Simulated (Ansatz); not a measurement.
TiB2:
Space group P6/mmm (No. 191); a = b = 3.0318 Å, c = 3.2247 Å, α = β = 90.00°, γ = 120.00°

| atom | site | symmetry | x | y | z |
|---|---|---|---|---|---|
| Ti | 1a | 6/mmm | 0.0000 | 0.0000 | 0.0000 |
| B | 2d | -6m2 | 0.3333 | 0.6667 | 0.5000 |

Relaxed at zero pressure with PBE (plane waves, PAW; program Ansatz).

Q: The volume is raised by 9 % and shape and atoms relax at that volume. What pressure results, and how do the axes share the change?

A: -18.2 GPa; a 2.5 %, b 2.5 %, c 3.8 %; the energy rises by 47 meV/atom.

Q: Give the new structure.

A: 
Space group P6/mmm (No. 191); a = b = 3.1075 Å, c = 3.3457 Å, α = β = 90.00°, γ = 120.00°

| atom | site | symmetry | x | y | z |
|---|---|---|---|---|---|
| Ti | 1a | 6/mmm | 0.0000 | 0.0000 | 0.0000 |
| B | 2d | -6m2 | 0.3333 | 0.6667 | 0.5000 |

The phase is kept; no other phase was compared at this pressure.

The cell was relaxed with PBE under the symmetry of its start; phonons on a q-mesh show no instability. No spin polarisation was allowed.

Potentials: the later of the program's two PAW sets.
